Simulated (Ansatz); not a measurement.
The following input was run with Ansatz 0.2.0.

```yaml
crystal:
  lattice:
    - [5.7252767324, 0.0, 0.0]
    - [0.0, 5.7252767324, 0.0]
    - [0.0, 0.0, 5.7252767324]
  atoms:
    - { symbol: Fe, position: [0.5, 0.5, 0.5], spin: 3.14 }
    - { symbol: Fe, position: [0.5, 0.0, 0.5], spin: 3.12 }
    - { symbol: Fe, position: [0.5, 0.5, 0.0], spin: 3.12 }
    - { symbol: Fe, position: [0.0, 0.5, 0.5], spin: 3.12 }
    - { symbol: Fe, position: [0.5, 0.0, 0.0], spin: 3.04 }
    - { symbol: Fe, position: [0.0, 0.0, 0.5], spin: 3.04 }
    - { symbol: Fe, position: [0.0, 0.5, 0.0], spin: 3.04 }
    - { symbol: Fe, position: [0.2477659936, 0.2477659936, 0.2477659936], spin: 3.12 }
    - { symbol: Fe, position: [0.2477659936, 0.7522340064, 0.2477659936], spin: 3.12 }
    - { symbol: Fe, position: [0.2477659936, 0.2477659936, 0.7522340064], spin: 3.12 }
    - { symbol: Fe, position: [0.7522340064, 0.2477659936, 0.2477659936], spin: 3.12 }
    - { symbol: Fe, position: [0.7522340064, 0.7522340064, 0.2477659936], spin: 3.12 }
    - { symbol: Fe, position: [0.2477659936, 0.7522340064, 0.7522340064], spin: 3.12 }
    - { symbol: Fe, position: [0.7522340064, 0.2477659936, 0.7522340064], spin: 3.12 }
    - { symbol: Fe, position: [0.7522340064, 0.7522340064, 0.7522340064], spin: 3.12 }
    - { symbol: Co, position: [0.0, 0.0, 0.0], spin: 2.13 }
basis:
  ecutwfc: 500
kpoints:
  mp_grid: { grid: [6, 6, 6] }
  band_path:
    path:
      - [[0.0, 0.0, 0.0], [0.0, 0.5, 0.0], [0.5, 0.5, 0.0], [0.0, 0.0, 0.0], [0.5, 0.5, 0.5], [0.0, 0.5, 0.0]]
      - [[0.5, 0.5, 0.5], [0.5, 0.5, 0.0]]
    npoints: 10
hamiltonian:
  xc: r2scan
scf:
  occupations: { method: gaussian, width: 0.1 }
  n_extra_bands: 40
output:
  forces: true
  stress: true
  eigenvalues: true
  populations: true
  dos: { projected: true, de: 0.02, nscf_kmesh: { grid: [9, 9, 9] } }
  bader: false
  write_density: true
  write_potential: true
  elf: true
  volumetric_format: npy
magnetization:
  spin_polarized: true
checkpoint:
  read: start.run
  write: ck
  compress: false
  write_wavefunctions: false
  write_every: 100000
```

Launched with
```bash
ansatz run input.yaml --threads 4 --pin off --max-ram 10240MiB --backend cpu --events-out ev --progress --plain --runs-dir out
```

Theory: Ansatz, DFT r2SCAN, scalar-relativistic, plane waves, PAW.

From the run's log, abridged:

```
Warning: the band count 169 (scf.n_extra_bands) hosts the net moment |M| = 48.7100 μB (N_el = 257) but caps the reachable moment at 2·n_bands − N_el = 81.0000 μB, below the 184 bands that the automatic rule leaves for it — a moment growing past the seed, or the majority channel's smearing tail, pins there with fewer empty majority states than that count leaves; raise or omit scf.n_extra_bands unless the cap is intended
Warning: checkpoint.read: spin seed differs: saved 915acb386214…, current b6bfada348d4…; the loaded state replaces the seed-built initial guess (but the starting_ns of a DFT+U solve that opens without the state's occupation matrices), so the run may converge into the producing seed's basin, or, where the symmetry group that follows from this deck's starting moments and starting_ns does not hold the saved magnetisation, lose that magnetisation at its first build. Where atoms have moved since the state was saved, this difference can also decide whether moments are moved with them. A self-consistent run of this deck without the state starts from its starting moments and, under a DFT+U term, its ...
scf.n_extra_bands = 40 over 129 filled bands (N_el = 257.0): the run solves 169 bands
Pseudopotentials: kind: paw
Pseudopotential: Fe, paw, valence charge 16, recommended cutoff 500 eV (meta_gga)
Pseudopotential: Co, paw, valence charge 17, recommended cutoff 500 eV (meta_gga)
Functional definition: r2SCAN
Crystal: 16 atoms, lattice volume = 187.668 Å³
Basis set: ecut = 500 eV, 4729 PW (Γ), exchange–correlation on 180×180×180 points (64 copies of the dense FFT grid, shifted against one another)
Bands: 169, of which v1, the nominal top of the filled ones, is band 129 counted from 1 (128 counted from 0)
Symmetry: 48 space group operations
Space group: Pm-3m (ITA 221), of the structure as read, at distance tolerance 5.7e-5 Å
Magnetic group: BNS 221.92 (UNI 1594), of the structure as read, at distance tolerance 5.7e-5 Å
k-points: 20 of 216
Initial density: read from a saved state, or passed on in memory by an earlier SCF of this step, an earlier step, the calling program or the single point that the run made first
Stability of the state it starts from, as read at its close in the collinear treatment: not read, because the mixer in use, unlike msr1, does not test its closes by its own steps (another_mixer); its run was given moments
Starting moments: Σ|m| = 48.71 μB on 16 of 16 sites; this step starts from the density that it was given
Initial wavefunctions: pseudopotential atomic-orbital guess
Functional: x = r2scan, c = r2scan; τ floored in thin density (d = 2e-4 eV/Å³)
SCF iter   1: F=—  HF=-72420.447103 eV  |F-HF|=—  |Δ(HF+E_count)|=         —  Δρ=2.83e-7 (↑1.04e-7 ↓2.83e-7) dr2=1.49e-10  dr2_τ=3.57e-12  dr2_m=4.92e-11  M=41.854 μB ∫|m|=47.013 μB  β_m=1.20  ethr=8.74e-9  ⟨swp⟩=4.6  Hψ=49742  notcnv=0
spin=Collinear: Kerker preconditioning applied to the charge; magnetization (m = ρ↑ − ρ↓) channel mixes plain (no charge-response kernel on spin).
SCF iter   2: F=-72420.447105 eV  HF=-72420.447105 eV  |F-HF|=1.16e-10  |Δ(HF+E_count)|=   1.99e-6  Δρ=2.82e-7 (↑2.47e-7 ↓2.82e-7) dr2=2.28e-10  dr2_τ=2.51e-12  dr2_m=6.07e-11  M=41.854 μB ∫|m|=47.013 μB  ethr=1.00e-12  ⟨swp⟩=11.8  Hψ=48034  notcnv=0
SCF 1 converged in 2 iterations: F = -72420.447105 eV  dr2 = 2.28e-10
this state was not tested for a lower state beside it, because the mixer in use, unlike msr1, does not test its closes by its own steps (another_mixer; see scf.mixing.algorithm and scf.lower_state_search)
SCF converged after 2 iterations
Magnetization: 41.8537 μB (149.4269 up, 107.5731 down)
Absolute magnetization: 47.0249 μB (∫|ρ↑−ρ↓|, with the PAW one-centre terms)
Spin contamination: 1.9354 ħ² per cell (⟨S²⟩ above its minimum at these occupations)
Per-site moments (μB) at R_I (Å): [(2.85330480, 1.03177428), (2.83547145, 1.02571827), (2.83547145, 1.02571827), (2.83547145, 1.02571827), (2.76202817, 1.01962628), (2.76202817, 1.01962628), (2.76202817, 1.01962628), (2.83781902, 1.01349768), (2.83781902, 1.01349768), (2.83781902, 1.01349768), (2.83781902, 1.01349768), (2.83781902, 1.01349768), (2.83781902, 1.01349768), (2.83781902, 1.01349768), (2.83781902, 1.01349768), (1.93806160, 1.01349768)]
Free energy (F): -72420.447105 eV
Harris-Foulkes:  -72420.447105 eV  (|F-HF|=1.16e-10)
Internal energy: -72420.387298 eV  (E = F + TS)
E sigma→0 (E₀):  -72420.417202 eV
Entropy (-TS):   -0.059807 eV (-3.738 meV/atom)
Fermi energy:    17.764888 eV
--- Per-component energies (eV) ---
  E_band       = -3954.172024
  E_kinetic    = 5681.265586
  E_local      = -34567.637167  (includes V_loc(G=0)·N_el)
  E_nonlocal   = 3806.263993
  E_hartree    = 14505.519397
  E_xc         = -1850.590305
  E_vxc        = -2743.031631  (∫ρ·V_xc dr)
  E_paw        = -22213.993503  (= ΣΔE_a)
  E_vpaw       = -5337.667724  (= ΣTr[D̂ρ^β])
  E_aug_tail   = 0.003802  (compensation charges beyond the density's cutoff)
  E_vtau       = 195.590074  (kinetic-family band-sum trace: ∫τ·v_τ [+ j·A + Jᵃ·Aᵃ] dr)
  E_ewald      = -37776.581771
  E_core_change = -4.637330  (= ΣΔE_core)
  E_smearing   = -0.059807  (= −TS)
--- Forces (eV/Å), atoms counted from 1 ---
  atom   1  Fe     0.00000000     0.00000000     0.00000000
  atom   2  Fe     0.00000000     0.00000000     0.00000000
  atom   3  Fe     0.00000000     0.00000000     0.00000000
  atom   4  Fe     0.00000000     0.00000000     0.00000000
  atom   5  Fe     0.00000000     0.00000000     0.00000000
  atom   6  Fe     0.00000000     0.00000000     0.00000000
  atom   7  Fe     0.00000000     0.00000000     0.00000000
  atom   8  Fe     0.00264186     0.00264186     0.00264186
  atom   9  Fe     0.00264186    -0.00264186     0.00264186
  atom  10  Fe     0.00264186     0.00264186    -0.00264186
  atom  11  Fe    -0.00264186     0.00264186     0.00264186
  atom  12  Fe    -0.00264186    -0.00264186     0.00264186
  atom  13  Fe     0.00264186    -0.00264186    -0.00264186
  atom  14  Fe    -0.00264186     0.00264186    -0.00264186
  atom  15  Fe    -0.00264186    -0.00264186    -0.00264186
  atom  16  Co     0.00000000     0.00000000     0.00000000
--- Stress (GPa, compression-positive) ---
       -0.043538       0.000000       0.000000
        0.000000      -0.043538       0.000000
        0.000000       0.000000      -0.043538
  P = ⅓ Tr σ = -0.0435 GPa (-0.435 kbar)
--- Band table (eV; the first three rows and the last of 40) ---
  k-point 0 ↑: bands = ["-82.4204", "-74.4355", "-74.3942", "-74.3942", "-74.3942", "-74.3933", "-74.3897", "-74.3897", "-74.3897", "-74.3855", "-74.3681", "-74.3681", "-74.3465", "-74.1961", "-74.1961", "-74.1894", "-44.2185", "-44.2185", "-44.2185", "-39.2539", "-39.2539", "-39.2539", "-39.2388", "-39.2388", "-39.2388", "-39.1571", "-39.1560", "-39.1560", "-39.1560", "-39.1229", "-39.1229", "-39.1229", "-39.0929", "-39.0929", "-39.0922", "-39.0562", "-39.0562", "-39.0562", "-39.0537", "-39.0537", "-39.0537", "-39.0326", "-39.0326", "-39.0326", "-39.0279", "-39.0279", "-39.0224", "-39.0224", "-39.0224", "-38.9999", "-38.9999", "-38.9999", "-38.9739", "-38.9739", "-38.9739", "-38.8688", "-38 ...
  k-point 1 ↑: bands = ["-82.4204", "-74.4340", "-74.3993", "-74.3939", "-74.3939", "-74.3915", "-74.3900", "-74.3900", "-74.3895", "-74.3858", "-74.3681", "-74.3656", "-74.3471", "-74.1961", "-74.1957", "-74.1898", "-44.2185", "-44.2185", "-44.2185", "-39.2500", "-39.2500", "-39.2494", "-39.2322", "-39.2318", "-39.2318", "-39.1698", "-39.1533", "-39.1533", "-39.1455", "-39.1325", "-39.1325", "-39.1203", "-39.1068", "-39.1065", "-39.0936", "-39.0844", "-39.0844", "-39.0606", "-39.0606", "-39.0549", "-39.0472", "-39.0353", "-39.0353", "-39.0323", "-39.0304", "-39.0282", "-39.0162", "-39.0016", "-39.0016", "-38.9964", "-38.9882", "-38.9882", "-38.9688", "-38.9688", "-38.9651", "-38.8693", "-38 ...
  k-point 2 ↑: bands = ["-82.4204", "-74.4303", "-74.4066", "-74.3931", "-74.3931", "-74.3909", "-74.3908", "-74.3908", "-74.3887", "-74.3865", "-74.3681", "-74.3610", "-74.3488", "-74.1961", "-74.1946", "-74.1908", "-44.2185", "-44.2185", "-44.2185", "-39.2407", "-39.2407", "-39.2378", "-39.2144", "-39.2120", "-39.2120", "-39.1836", "-39.1569", "-39.1569", "-39.1453", "-39.1453", "-39.1411", "-39.1363", "-39.1227", "-39.1166", "-39.1166", "-39.1136", "-39.0980", "-39.0841", "-39.0841", "-39.0510", "-39.0434", "-39.0367", "-39.0315", "-39.0291", "-39.0289", "-39.0289", "-39.0039", "-38.9883", "-38.9859", "-38.9859", "-38.9720", "-38.9720", "-38.9566", "-38.9566", "-38.9503", "-38.8693", "-38 ...
  k-point 19 ↓: bands = ["-79.1942", "-70.0344", "-70.0332", "-70.0332", "-70.0332", "-70.0254", "-70.0254", "-70.0254", "-70.0186", "-69.9888", "-69.9813", "-69.9813", "-69.9813", "-69.9288", "-69.9288", "-69.9288", "-41.0491", "-41.0491", "-41.0491", "-34.8735", "-34.8735", "-34.8735", "-34.8685", "-34.8685", "-34.8658", "-34.8658", "-34.8658", "-34.8651", "-34.8651", "-34.8540", "-34.8540", "-34.8540", "-34.8519", "-34.8519", "-34.8519", "-34.8434", "-34.8333", "-34.8299", "-34.8299", "-34.8299", "-34.7532", "-34.7532", "-34.7532", "-34.6382", "-34.6309", "-34.6309", "-34.6309", "-34.6227", "-34.6227", "-34.6227", "-34.6077", "-34.6068", "-34.6068", "-34.6047", "-34.6047", "-34.6047", "-3 ...
--- Löwdin populations: 16 sites ---
  site symbol q [e]    m [muB]
     0     Fe     15.7222     2.8556
     1     Fe     15.7309     2.8404
     2     Fe     15.7309     2.8404
     3     Fe     15.7309     2.8404
     4     Fe     15.7625     2.7735
     5     Fe     15.7625     2.7735
     6     Fe     15.7625     2.7735
     7     Fe     15.7309     2.8428
     8     Fe     15.7309     2.8428
     9     Fe     15.7309     2.8428
    10     Fe     15.7309     2.8428
    11     Fe     15.7309     2.8428
    12     Fe     15.7309     2.8428
    13     Fe     15.7309     2.8428
    14     Fe     15.7309     2.8428
    15     Co     16.7245     1.8794
  spilling = 0.016443 (of n_electrons = 257.000000)
```

The calculation finished and met its thresholds.

The run took 72 s on 4 threads of Intel(R) Xeon(R) 6975P-C (Granite Rapids), on a shared host, peak memory 3 GiB.

The run starts from the saved density of an earlier one, so iterations and time are fewer than from atoms.

The state reached may not be the lowest one. Only parallel moments were tried here.